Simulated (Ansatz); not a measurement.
**AlCo: pressure against volume**

AlCo, Pm-3m, a = 2.824 Å. The structure is a Materials Project entry; whether it is the stable form wasn't checked. Ansatz: r2SCAN, PAW, 500 eV, Γ-centred 14×14×14 mesh on 2 atoms, Gaussian smearing 0.10 eV; collinear spin, largest moment 0.1 μB. Symmetry fixes shape and atoms, so the cell is only scaled; pressure is positive in compression.

```
V (Å³/atom) P (GPa)
     10.586    13.73
     10.923     6.23
     11.261     0.01
     11.599    -5.44
     11.937        ?
```

Task: Take V0 = 11.261 Å³/atom, count pressures from its P0 = 0.01 GPa, fit the third-order Birch–Murnaghan form to the other rows, and predict the missing pressure.

Result: With the Eulerian strain f = ½[(V0/V)^(2/3) − 1] and y = (P − P0)/[3f(1 + 2f)^(5/2)], the form is the line y = B0 + 1.5 B0 (B0′ − 4) f. Rows (f, y): 0.02103, 196.2; 0.01026, 192.1; -0.00976, 195.5. Means f = 0.007177, y = 194.60; Σ(Δf)² = 0.0004883, ΣΔfΔy = -0.0007860; the slope is their ratio. y = 194.6 − 1.610 f GPa, so B0 = 194.6 GPa and B0′ = 4 + 2 × (-1.610)/(3 × 194.6) = 3.99. At V = 11.937, f = -0.01906, y = 194.63 and P = -10.09 GPa. The run gave -10.08 GPa, so the fit is 0.01 GPa too low, within the rms miss on the fitted rows (0.08 GPa). The form still works here, 33 % of the fitted range beyond its end. Note that the largest moment runs from 0.00 to 0.19 μB along the series.

The largest moment runs from 0.00 to 0.19 μB along the series, so B0 and B0′ hold the change of the moment too.

The state reached may not be the lowest one.

Cost: 5 runs of about 3.4 core-minutes in all, on Intel Xeon 6975P-C (Granite Rapids) (shared hosts).